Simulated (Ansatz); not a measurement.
LaTaO4:
```
CELL_PARAMETERS angstrom
      7.67027     0.00000     0.00000
      0.00000     5.57504     0.00000
     -1.54611     0.00000     7.66775
ATOMIC_POSITIONS crystal
  La 0.34481 0.22748 0.09741
  La 0.65519 0.77252 0.90259
  La 0.65519 0.72748 0.40259
  La 0.34481 0.27252 0.59741
  Ta 0.16709 0.73438 0.30317
  Ta 0.83291 0.26562 0.69683
  Ta 0.83291 0.23438 0.19683
  Ta 0.16709 0.76562 0.80317
  O  0.33503 0.50994 0.86325
  O  0.66497 0.49006 0.13675
  O  0.66497 0.00994 0.63675
  O  0.33503 0.99006 0.36325
  O  0.38167 0.98286 0.83138
  O  0.61833 0.01714 0.16862
  O  0.61833 0.48286 0.66862
  O  0.38167 0.51714 0.33138
  O  0.16796 0.83382 0.05210
  O  0.83204 0.16618 0.94790
  O  0.83204 0.33382 0.44790
  O  0.16796 0.66618 0.55210
  O  0.05265 0.41702 0.21063
  O  0.94735 0.58298 0.78937
  O  0.94735 0.91702 0.28937
  O  0.05265 0.08298 0.71063
```

Relaxed with r²SCAN.

Problem. Which orbitals make up the states near the band edges in r²SCAN in the plane-wave PAW code Ansatz?

Solution. Top 1 eV of the valence band: O 2p 92 %. Bottom 1 eV of the conduction band: Ta 5d 72 %, O 2p 14 %, La 4f 6 %. Projections are on Löwdin-orthogonalised atomic valence shells; empty p or d shells of many metals are not among them.

Problem. Tabulate the density of states.

Solution. States/eV per cell of 24 atoms, in 0.25 eV bins, energy from the valence-band maximum.

| E (eV) | total | O 2p | La 4f | Ta 5d |
|---|---|---|---|---|
| -7.86 | 0.00 | 0.00 | 0.00 | 0.00 |
| -7.61 | 0.00 | 0.00 | 0.00 | 0.00 |
| -7.36 | 0.00 | 0.00 | 0.00 | 0.00 |
| -7.11 | 0.00 | 0.00 | 0.00 | 0.00 |
| -6.86 | 0.00 | 0.00 | 0.00 | 0.00 |
| -6.61 | 0.00 | 0.00 | 0.00 | 0.00 |
| -6.36 | 0.00 | 0.00 | 0.00 | 0.00 |
| -6.11 | 0.00 | 0.00 | 0.00 | 0.00 |
| -5.86 | 0.00 | 0.00 | 0.00 | 0.00 |
| -5.61 | 0.00 | 0.00 | 0.00 | 0.00 |
| -5.36 | 0.00 | 0.00 | 0.00 | 0.00 |
| -5.11 | 4.86 | 3.26 | 0.01 | 1.18 |
| -4.86 | 3.08 | 2.09 | 0.00 | 0.71 |
| -4.61 | 2.99 | 2.08 | 0.01 | 0.63 |
| -4.36 | 28.13 | 19.33 | 0.08 | 5.65 |
| -4.11 | 12.73 | 8.59 | 0.04 | 2.88 |
| -3.86 | 16.02 | 10.76 | 0.05 | 3.70 |
| -3.61 | 13.96 | 9.43 | 0.04 | 2.97 |
| -3.36 | 19.60 | 13.61 | 0.08 | 3.54 |
| -3.11 | 18.32 | 13.29 | 0.10 | 2.52 |
| -2.86 | 19.32 | 14.23 | 0.14 | 2.53 |
| -2.61 | 18.38 | 13.99 | 0.17 | 2.05 |
| -2.36 | 19.57 | 15.24 | 0.21 | 2.06 |
| -2.11 | 15.69 | 12.64 | 0.18 | 1.30 |
| -1.86 | 18.25 | 15.22 | 0.24 | 0.86 |
| -1.61 | 21.07 | 17.93 | 0.27 | 0.83 |
| -1.36 | 20.38 | 17.67 | 0.28 | 0.68 |
| -1.11 | 24.43 | 21.60 | 0.33 | 0.60 |
| -0.86 | 28.90 | 25.98 | 0.46 | 0.57 |
| -0.61 | 31.69 | 28.95 | 0.55 | 0.40 |
| -0.36 | 30.09 | 27.88 | 0.49 | 0.25 |
| -0.11 | 16.54 | 15.43 | 0.25 | 0.10 |
| 0.14 | 0.00 | 0.00 | 0.00 | 0.00 |
| 0.39 | 0.00 | 0.00 | 0.00 | 0.00 |
| 0.64 | 0.00 | 0.00 | 0.00 | 0.00 |
| 0.89 | 0.00 | 0.00 | 0.00 | 0.00 |
| 1.14 | 0.00 | 0.00 | 0.00 | 0.00 |
| 1.39 | 0.00 | 0.00 | 0.00 | 0.00 |
| 1.64 | 0.00 | 0.00 | 0.00 | 0.00 |
| 1.89 | 0.00 | 0.00 | 0.00 | 0.00 |
| 2.14 | 0.00 | 0.00 | 0.00 | 0.00 |
| 2.39 | 0.00 | 0.00 | 0.00 | 0.00 |
| 2.64 | 0.00 | 0.00 | 0.00 | 0.00 |
| 2.89 | 0.00 | 0.00 | 0.00 | 0.00 |
| 3.14 | 0.00 | 0.00 | 0.00 | 0.00 |
| 3.39 | 0.00 | 0.00 | 0.00 | 0.00 |
| 3.64 | 0.00 | 0.00 | 0.00 | 0.00 |
| 3.89 | 0.02 | 0.00 | 0.00 | 0.02 |
| 4.14 | 5.02 | 0.51 | 0.22 | 4.00 |
| 4.39 | 5.51 | 0.68 | 0.25 | 4.23 |
| 4.64 | 11.32 | 1.67 | 0.76 | 7.93 |
| 4.89 | 11.09 | 1.77 | 0.93 | 7.38 |
| 5.14 | 18.26 | 2.62 | 2.83 | 10.86 |
| 5.39 | 13.57 | 1.98 | 2.95 | 7.19 |
| 5.64 | 23.07 | 2.44 | 9.89 | 8.06 |
| 5.89 | 80.10 | 2.13 | 69.02 | 4.60 |
| 6.14 | 104.05 | 3.53 | 90.39 | 6.23 |

Space group P2_1/c. The first step of the workflow began from a Materials Project structure, measured or hypothetical; the Crystallography Open Database files this formula in space group No. 14, but the cells were not matched. Whether it is the stable phase at ambient conditions was not checked. The cell was relaxed with r²SCAN under the symmetry of its start; its stability against distortions is not shown here. No spin polarisation was allowed. Scalar-relativistic: spin–orbit coupling is off unless named, which matters more the heavier the elements.

Potentials: the later of the program's two PAW sets.
